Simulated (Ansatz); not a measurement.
Zone-centre phonons of KF at 9 GPa: input and output

These are results of DFT LDA, scalar-relativistic, plane waves, PAW in Ansatz 0.2.0, not measurements.

Launched with:
```bash
ansatz run input.yaml --threads 1 --pin off --max-ram 1228MiB --backend cpu --events-out ev --progress --plain --runs-dir out
```

Input (bare energies are in eV):
```yaml
crystal:
  lattice:
    - [0.0, 2.4604304205, 2.4604304205]
    - [2.4604304205, 0.0, 2.4604304205]
    - [2.4604304205, 2.4604304205, 0.0]
  atoms:
    - { symbol: K, position: [0.0, 0.0, 0.0] }
    - { symbol: F, position: [0.5, 0.5, 0.5] }
basis:
  ecutwfc: 420
kpoints:
  mp_grid: { grid: [8, 8, 8] }
hamiltonian:
  xc: lda
scf:
  occupations: { method: fixed }
output:
  eigenvalues: true
phonons:
  method: dfpt
  dielectric: true
  rigid_motions: translations
  eigenvectors: true
```

The end of the output:
```
--- Phonons (Γ-DFPT): 2 representative perturbations + reference, on 59 of 512 k-points (Σ response iterations 6) ---
  k mesh reduced under 8 symmetry operations, with k and −k counted as one. Each operation leaves every solved perturbation unchanged. A smaller set is not considered because the run solves the response ...
  ASR residual: 4.911e-4 → 0.000e0 eV/Å²; symmetrization residual: 1.509e-6 eV/Å²
  ASR residual per site (eV/Å²): 1.23e-4 4.91e-4
  Γ frequencies (cm⁻¹): 0.00 0.00 0.00 287.68 287.68 287.68
  ε∞ (high-frequency dielectric tensor):
        2.210394    -0.000000    -0.000000
        0.000000     2.210394    -0.000000
        0.000000     0.000000     2.210394
  ε⁰ (static dielectric tensor: ions relaxed, cell fixed):
        4.380919     0.000000    -0.000000
        0.000000     4.380919    -0.000000
       -0.000000    -0.000000     4.380919
  ε⁰ − ε∞ (ionic part):
        2.170525     0.000000    -0.000000
        0.000000     2.170525    -0.000000
       -0.000000    -0.000000     2.170525
  softest optical mode at Γ: 287.68 cm⁻¹; the repairs (sum rule, projections) moved no ω² at Γ by more than (2.68 cm⁻¹)²
  Born effective charges Z* (e; rows j = field, columns β = displacement):
    site 0:
         1.17919    0.00000   -0.00000
         0.00000    1.17919    0.00000
         0.00000   -0.00000    1.17919
    site 1:
        -1.17919   -0.00000    0.00000
         0.00000   -1.17919   -0.00000
         0.00000    0.00000   -1.17919
  Z* charge neutrality: 1.308e-6 e pre-enforcement
  k-mesh period / interband length: 27.8 Å / 0.87 Å = 32.07 at k = (0.0000, 0.0000, 0.0000), direct gap 7.277 eV — 14 or more, which is no proof of convergence
  optical modes at Γ without the LO–TO term, one row a degenerate level:
      ω (cm⁻¹) modes IR ((D/Å)²/amu)
        287.68      3             7.5270
  optical modes at Γ + LO–TO along q̂ = [1.0000, 0.0000, 0.0000]:
      ω (cm⁻¹) modes IR ((D/Å)²/amu)
        287.68      2             5.0180
        405.01      1             2.5090
  optical modes at Γ + LO–TO along q̂ = [0.0000, 1.0000, 0.0000]:
      ω (cm⁻¹) modes IR ((D/Å)²/amu)
        287.68      2             5.0180
        405.01      1             2.5090
  optical modes at Γ + LO–TO along q̂ = [0.0000, 0.0000, 1.0000]:
      ω (cm⁻¹) modes IR ((D/Å)²/amu)
        287.68      2             5.0180
        405.01      1             2.5090
```

It took 16 s on 1 thread of Arm Neoverse N1, on a shared host, peak memory 0.39 GiB.